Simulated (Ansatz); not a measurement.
Input, command and steps of an Ansatz relaxation.

```yaml
crystal:
  lattice:
    - [-4.663975, 4.663975, 0.0]
    - [-4.663975, 0.0, 4.663975]
    - [0.0, 4.663975, 4.663975]
  atoms:
    - { symbol: "N", position: [0.7472066712, 0.7471653203, 0.7537204872] }
    - { symbol: "N", position: [0.2407345672, 0.7459321098, 0.7519803588] }
    - { symbol: "N", position: [0.7509677816, 0.2497778545, 0.7493717897] }
    - { symbol: "N", position: [0.7539408944, 0.7468721189, 0.2502029958] }
    - { symbol: "N", position: [0.2419525489, 0.2475008984, 0.756266119] }
    - { symbol: "N", position: [0.2497451697, 0.7589402968, 0.2478764807] }
    - { symbol: "N", position: [0.7484911978, 0.2549143027, 0.2470490419] }
    - { symbol: "N", position: [0.2448014492, 0.260058318, 0.2506704504] }
    - { symbol: Sc, position: [0.4968791074, 0.5083195352, 0.4937108391] }
    - { symbol: Hf, position: [0.0016777816, 0.9949555333, 0.0012480117] }
    - { symbol: Hf, position: [0.4988549073, 0.0038953624, 0.9970991635] }
    - { symbol: Hf, position: [0.9952753041, 0.494934978, 0.9981393974] }
    - { symbol: Hf, position: [0.9961988893, 0.9968705288, 0.5056998752] }
    - { symbol: Hf, position: [0.4960181712, 0.4994811329, 0.9985172958] }
    - { symbol: Hf, position: [0.4966873124, 0.0071220158, 0.49950252] }
    - { symbol: Hf, position: [0.9977138922, 0.4948531345, 0.5050138315] }
  symmetry: { detect: false }
basis:
  ecutwfc: 420
kpoints:
  mp_grid: { grid: [3, 3, 3], shift: [0.0, 0.0, 0.0] }
hamiltonian:
  xc: pbe
scf:
  occupations: { method: gaussian, width: 0.1 }
  lower_state_search: "off"
output:
  forces: true
  stress: true
  eigenvalues: true
relax:
  adjacent_minimum: "off"
  f_tol: 0.04
  max_steps: 50
  cell: { stress_tol: 0.3 }
```

```bash
ansatz run input.yaml --threads 4 --pin off --max-ram 9216MiB --backend cpu --events-out ev --progress --plain --runs-dir out
```

All numbers below come from Ansatz 0.2.0, DFT PBE, scalar-relativistic, plane waves, PAW.

Of 5 frames 5 are shown, positions in Å and forces in eV/Å; the SCF threshold varies from step to step. Steps run on the plane waves of an earlier cell, with a Pulay correction in the pressure. The basis is chosen afresh for the last frame, the zero of the energies, and at times for earlier ones too; energy and pressure step there, also at an unchanged geometry.

```xyz
16
Lattice="-4.6640 4.6640 0.0000 -4.6640 0.0000 4.6640 0.0000 4.6640 4.6640" Properties=species:S:1:pos:R:3:forces:R:3 pbc="T T T" step=1 free_energy_over_end_meV_per_atom=63.90 pressure_GPa=-17.06
N    -6.9697    7.0003    7.0001   -0.1736   -0.1675    0.0485
N    -4.6018    4.6300    6.9862   -0.4337    0.1901    0.2029
N    -4.6675    6.9975    4.6600    0.0695    0.0206    0.0787
N    -6.9998    4.6833    4.6503    0.0066   -0.2534    0.1454
N    -2.2828    4.6557    4.6815   -0.2320    0.0242   -0.2102
N    -4.7045    2.3209    4.6958    0.4113   -0.1384   -0.2862
N    -4.6799    4.6432    2.3411    0.3775    0.0263   -0.2399
N    -2.3547    2.3109    2.3820    0.3372    0.0828   -0.4355
Sc   -4.6882    4.6201    4.6734    0.1308    0.2119    0.0281
Hf   -4.6483    0.0136    4.6463    0.1201   -0.0951    0.2000
Hf   -2.3448    6.9771    4.6686    0.1038    0.1029    0.0743
Hf   -6.9503    9.2972    6.9637   -0.2437    0.2404    0.3619
Hf   -9.2956    7.0048    7.0080   -0.2404   -0.1570   -0.0009
Hf   -4.6430    6.9705    6.9866   -0.1863    0.0421    0.1323
Hf   -2.3498    4.6462    2.3629    0.1256    0.1283   -0.1990
Hf   -6.9613    7.0087    4.6634   -0.1728   -0.2584    0.0996
16
Lattice="-4.4358 4.4419 0.0052 -4.4422 -0.0012 4.4466 -0.0047 4.4424 4.4406" Properties=species:S:1:pos:R:3:forces:R:3 pbc="T T T" step=2 free_energy_over_end_meV_per_atom=44.85 pressure_GPa=20.28
N    -6.6765    6.6664    6.6703    0.1976   -0.0382   -0.0721
N    -4.4560    4.4393    6.6941    0.2242   -0.0310   -0.3495
N    -4.4212    6.6554    4.4500    0.0335   -0.2290   -0.0488
N    -6.6461    4.4106    4.4622    0.1885    0.1339   -0.1198
N    -2.1977    4.4173    4.4489   -0.2413    0.0426    0.0242
N    -4.4108    2.1955    4.4427   -0.1655    0.2676    0.0868
N    -4.4344    4.4383    2.2280   -0.0694   -0.0051    0.2766
N    -2.2234    2.2280    2.2148   -0.0161   -0.0919    0.0923
Sc   -4.4329    4.4192    4.4653    0.0723    0.1220   -0.1845
Hf   -4.4155   -0.0122    4.4643   -0.2928   -0.0246   -0.2077
Hf   -2.1939    6.6376    4.4405   -0.3151    0.1792    0.1048
Hf   -6.6607    8.8876    6.6771    0.0774   -0.2318   -0.0741
Hf   -8.8891    6.6658    6.6733    0.2576   -0.1713    0.0691
Hf   -4.4488    6.6592    6.6654    0.1820   -0.0826    0.0820
Hf   -2.2274    4.4497    2.2279    0.1774   -0.2486    0.0987
Hf   -6.6291    6.6276    4.4384   -0.3100    0.4088    0.2219
16
Lattice="-4.5523 4.5534 -0.0026 -4.5497 -0.0001 4.5515 0.0027 4.5535 4.5541" Properties=species:S:1:pos:R:3:forces:R:3 pbc="T T T" step=3 free_energy_over_end_meV_per_atom=-0.01 pressure_GPa=-1.91
N    -6.8131    6.8244    6.8352   -0.0122   -0.0819   -0.0183
N    -4.5238    4.5330    6.8307   -0.1536    0.0943    0.0196
N    -4.5478    6.8270    4.5552    0.0678   -0.0529    0.0086
N    -6.8222    4.5520    4.5518    0.0347   -0.0867    0.0285
N    -2.2532    4.5462    4.5608   -0.1097   -0.0094   -0.0659
N    -4.5563    2.2656    4.5631    0.1742   -0.0150   -0.0986
N    -4.5439    4.5356    2.2758    0.0869    0.0514   -0.0283
N    -2.2740    2.2646    2.2937    0.1336    0.0029   -0.1566
Sc   -4.5587    4.5323    4.5578    0.1610    0.0857    0.0119
Hf   -4.5385    0.0014    4.5476    0.0431   -0.0925    0.1050
Hf   -2.2724    6.8189    4.5585    0.0313    0.0262    0.0451
Hf   -6.8002    9.0886    6.8212   -0.1372    0.1229    0.1227
Hf   -9.0816    6.8255    6.8342   -0.1548   -0.0737   -0.0211
Hf   -4.5333    6.8116    6.8283   -0.1113    0.0438    0.0704
Hf   -2.2755    4.5406    2.2897    0.0849    0.0592   -0.0895
Hf   -6.8070    6.8263    4.5524   -0.1393   -0.0744    0.0666
16
Lattice="-4.5410 4.5417 0.0002 -4.5414 -0.0002 4.5424 -0.0001 4.5418 4.5421" Properties=species:S:1:pos:R:3:forces:R:3 pbc="T T T" step=4 free_energy_over_end_meV_per_atom=-1.81 pressure_GPa=-0.04
N    -6.8042    6.8026    6.8190    0.0109   -0.0019   -0.0013
N    -4.5323    4.5308    6.8196   -0.0017    0.0068    0.0042
N    -4.5326    6.8032    4.5471    0.0049    0.0056    0.0028
N    -6.8039    4.5308    4.5471   -0.0038    0.0061    0.0064
N    -2.2597    4.5314    4.5472   -0.0059    0.0001    0.0025
N    -4.5320    2.2578    4.5467   -0.0050    0.0129    0.0095
N    -4.5314    4.5309    2.2735   -0.0108    0.0072    0.0162
N    -2.2625    2.2607    2.2764    0.0045    0.0015    0.0031
Sc   -4.5326    4.5316    4.5479    0.0044   -0.0067   -0.0096
Hf   -4.5324   -0.0103    4.5478    0.0030   -0.0068   -0.0119
Hf   -2.2616    6.8022    4.5474   -0.0029   -0.0016   -0.0013
Hf   -6.8028    9.0728    6.8186    0.0023    0.0043   -0.0034
Hf   -9.0732    6.8028    6.8188   -0.0083   -0.0119   -0.0047
Hf   -4.5328    6.8022    6.8183    0.0036   -0.0065   -0.0021
Hf   -2.2624    4.5319    2.2763    0.0105   -0.0083   -0.0046
Hf   -6.8025    6.8019    4.5476   -0.0051   -0.0009   -0.0061
16
Lattice="-4.5410 4.5417 0.0002 -4.5414 -0.0002 4.5424 -0.0001 4.5418 4.5421" Properties=species:S:1:pos:R:3:forces:R:3 pbc="T T T" step=5 free_energy_over_end_meV_per_atom=0.00 pressure_GPa=-0.23
N    -6.8042    6.8026    6.8190    0.0108   -0.0019   -0.0012
N    -4.5323    4.5308    6.8196   -0.0016    0.0067    0.0028
N    -4.5326    6.8032    4.5471    0.0049    0.0044    0.0028
N    -6.8039    4.5308    4.5471   -0.0024    0.0062    0.0063
N    -2.2597    4.5314    4.5472   -0.0070    0.0001    0.0025
N    -4.5320    2.2578    4.5467   -0.0051    0.0143    0.0095
N    -4.5314    4.5309    2.2735   -0.0108    0.0071    0.0175
N    -2.2625    2.2607    2.2764    0.0044    0.0015    0.0031
Sc   -4.5326    4.5316    4.5479    0.0042   -0.0071   -0.0096
Hf   -4.5324   -0.0103    4.5478    0.0017   -0.0077   -0.0120
Hf   -2.2616    6.8022    4.5474   -0.0025   -0.0018   -0.0021
Hf   -6.8028    9.0728    6.8186    0.0023    0.0034   -0.0037
Hf   -9.0732    6.8028    6.8188   -0.0080   -0.0112   -0.0043
Hf   -4.5328    6.8022    6.8183    0.0029   -0.0057   -0.0021
Hf   -2.2624    4.5319    2.2763    0.0108   -0.0083   -0.0038
Hf   -6.8025    6.8019    4.5476   -0.0044    0.0002   -0.0058
```

The run took 44 s on 4 threads of Intel(R) Xeon(R) 6975P-C (Granite Rapids) (shared host), peak memory 1.1 GiB.

The k mesh is coarse. Spin–orbit coupling is left out, which can shift energies with elements as heavy as these. Spin polarisation was left out, and a magnetic state may lie lower.